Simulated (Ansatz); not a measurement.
# Computed properties of H

H:
Space group I4/mmm (No. 139); a = 3.623 Å, b = 3.623 Å, c = 4.384 Å, α = 90.00°, β = 90.00°, γ = 90.00°

```csv
atom,site,symmetry,x,y,z
H,4e,4mm,0.0000,0.0000,0.0866
```
(The calculation used a cell of 2 atoms; values per cell refer to that cell.)

Space group I4/mmm (No. 139); conventional cell a = 3.623 Å, b = 3.623 Å, c = 4.384 Å, α = 90.00°, β = 90.00°, γ = 90.00°.

Method: DFT-PBEsol in the program Ansatz with PAW potentials. Structure relaxed to zero pressure with the same functional. Other levels are named where they apply.

Cell and energy:

```json
{
 "volume_per_atom": "14.39 Å³",
 "density": "0.12 g/cm³"
}
```

Electronic structure:

```json
{
 "band_gap": "8.95 eV (indirect)",
 "valence_band_maximum": "at M",
 "conduction_band_minimum": "at N (4 equivalent valleys)",
 "smallest_direct_gap_on_the_standard_path": "9.54 eV"
}
```

The workflow started from a Materials Project entry (that database holds measured and hypothetical structures alike); the Crystallography Open Database copy checked does not list it. It is not the usual solid phase (space group No. 194). The PBEsol relaxation kept the symmetry of its start; its stability against distortions is not shown here. The substance is a gas or liquid at ambient conditions. A crystal of weakly bound units computed without a dispersion correction: the cell and the soft elastic constants depend strongly on that.

Potentials: the later of the program's two PAW sets.
